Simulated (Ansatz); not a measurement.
Input and command of a plane-wave DFT calculation in Ansatz:

```yaml
crystal:
  lattice:
    - [3.2078136921, 0.0, 0.0]
    - [0.0, 4.5365336289, 0.0]
    - [0.0, 0.0, 25.4156273842]
  atoms:
    - { symbol: B, position: [0.5, 0.5, 0.3344399047] }
    - { symbol: P, position: [0.0, 0.25, 0.3344399047] }
    - { symbol: B, position: [0.0, 0.0, 0.3975470168] }
    - { symbol: P, position: [0.5, 0.75, 0.3975470168] }
    - { symbol: B, position: [0.5, 0.4938279784, 0.4603757641] }
    - { symbol: P, position: [0.0, 0.2466156975, 0.4608335429] }
    - { symbol: B, position: [0.0, -0.0017869296, 0.5246258588] }
    - { symbol: P, position: [0.5, 0.7537982517, 0.5237217184] }
    - { symbol: B, position: [0.5, 0.4414990319, 0.5735149354] }
    - { symbol: P, position: [0.0, 0.2347659937, 0.5926770451] }
    - { symbol: W, position: [0.0, 0.2347659937, 0.6989108972], spin: 4.0 }
basis:
  ecutwfc: 500
kpoints:
  mp_grid: { grid: [8, 6, 1] }
hamiltonian:
  xc: r2scan
scf:
  occupations: { method: gaussian, width: 0.05 }
output:
  forces: true
  eigenvalues: true
  populations: true
  write_density: true
  write_potential: true
  elf: true
  volumetric_format: npy
magnetization:
  spin_polarized: true
relax:
  adjacent_minimum: "off"
  f_tol: 0.03
  max_steps: 70
  constraints: [{ sites: [0, 1, 2, 3] }]
efield:
  axis: 3
  dipole_correction: true
  ramp_width: 0.04
```

```bash
ansatz run input.yaml --threads 2 --pin off --max-ram 5120MiB --backend cpu --events-out ev --progress --plain --runs-dir out
```

Processor: Arm Neoverse V1, 2 threads, on a host shared with other jobs.

Task: How long does it run, and how much memory does it take?

Result: About 42 min on 2 threads of Arm Neoverse V1, with other jobs on the host, peak memory 1.7 GiB. It solves 40 bands at 20 k points (the mesh reduced by symmetry) with about 9399 plane waves, in 268 SCF iterations over 22 ionic steps.
